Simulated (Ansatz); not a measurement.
Cells of CdIn2O4 relaxed with r2SCAN (plane waves to 500 eV, PAW, scalar-relativistic; Ansatz, an electronic-structure program), each with a space-group label. One label is wrong.

**A**, labelled Imm2 (No. 44)
```
CELL_PARAMETERS angstrom
     -2.07876     2.07876     5.70235
      2.07876    -2.07876     5.70235
      2.07876     2.07876    -5.70235
ATOMIC_POSITIONS crystal
  Cd 0.00000 0.00000 0.00000
  In 0.36593 0.36593 0.00000
  In 0.63407 0.63407 0.00000
  O  0.50000 0.00000 0.50000
  O  0.00000 0.50000 0.50000
  O  0.19485 0.19485 0.00000
  O  0.80515 0.80515 0.00000
```

**B**, labelled R-3m (No. 166)
```
CELL_PARAMETERS angstrom
      3.06532     1.76977     3.11734
     -3.06532     1.76977     3.11734
      0.00000    -3.53953     3.11734
ATOMIC_POSITIONS crystal
  Cd 0.00000 0.00000 0.00000
  In 0.29267 0.29267 0.29267
  In 0.70733 0.70733 0.70733
  O  0.50000 0.50000 0.50000
  O  0.50000 0.00000 0.00000
  O  0.00000 0.50000 0.00000
  O  0.00000 0.00000 0.50000
```

**C**, labelled C2/m (No. 12)
```yaml
crystal:
  lattice:
    - [5.82721, -1.81521, 0.00000]
    - [5.82721, 1.81521, 0.00000]
    - [-1.36968, 0.00000, 5.32184]
  atoms:
    - { symbol: Cd, position: [0.50000, 0.50000, 0.50000] }
    - { symbol: In, position: [0.86490, 0.86490, 0.99768] }
    - { symbol: In, position: [0.13510, 0.13510, 0.00232] }
    - { symbol: O, position: [0.03805, 0.03805, 0.26914] }
    - { symbol: O, position: [0.96195, 0.96195, 0.73086] }
    - { symbol: O, position: [0.67423, 0.67423, 0.84002] }
    - { symbol: O, position: [0.32577, 0.32577, 0.15998] }
```

Problem. Which label is wrong, and what should it be (tolerance 0.01 Å)?

Solution. A: its symmetry is I4/mmm (No. 139), tI14, AFLOW prototype AB2C4_tI14_139_a_e_ce (as in La2CuO4); a = 4.1575 Å, b = 4.1575 Å, c = 11.4047 Å, α = 90.00°, β = 90.00°, γ = 90.00°.

Each run could gain symmetry but not lose that of its start, so entries can be saddle points. All of these are generated cells (placed on structure types, drawn at random, substituted or restacked) that were not matched to a known phase here.

No spin polarisation in the result.
